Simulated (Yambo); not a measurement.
Yambo run on Na2PtH6 (space group Fm-3m, No. 225). The wavefunctions are PBEsol (Quantum ESPRESSO, PseudoDojo norm-conserving, 88 Ry, without SOC) ones on a 4×4×4 mesh (21 occupied bands); a = b = c = 5.1326 Å, α = β = γ = 60.00°.

Yambo input:

```
rim_cut
HF_and_locXC
RandQpts= 1000000
RandGvec= 1 Ry
EXXRLvcs= 88 Ry
VXCRLvcs= 352 Ry
% QPkrange
 1 | 1 | 21 | 22 |
 3 | 3 | 21 | 22 |
 6 | 6 | 21 | 22 |
 7 | 7 | 21 | 22 |
 8 | 8 | 21 | 22 |
%
```

k points by index: 1 = Γ, 3 = L, 6 = (0, 0.25, -0.25), 7 = X, 8 = W.

Table of the .hf output:

```
#    K-point    Band    Eo [eV]    Ehf [eV]    Vxc [eV]    Vnlxc [eV]
#
    1    21    -0.200213    -3.653540    -11.80660    -15.25992
    1    22    5.826938    10.21626    -9.174042    -4.784717
    3    21    -0.004526    -3.349583    -12.03346    -15.37851
    3    22    5.759220    10.03325    -13.10517    -8.831143
    6    21    0.000000    -3.335993    -12.06203    -15.39803
    6    22    5.437657    9.529795    -11.96595    -7.873812
    7    21    -0.757774    -4.362251    -11.48772    -15.09220
    7    22    3.472378    7.046085    -12.04399    -8.470283
    8    21    -0.873947    -4.346206    -11.80515    -15.27741
    8    22    4.630310    8.341164    -12.35893    -8.648078
```
Exchange alone, without screening.

Geometry of the Materials Project entry, not relaxed at this level.

The structure is a Materials Project entry; no match was found in the copy of COD used, and its stability was not checked.
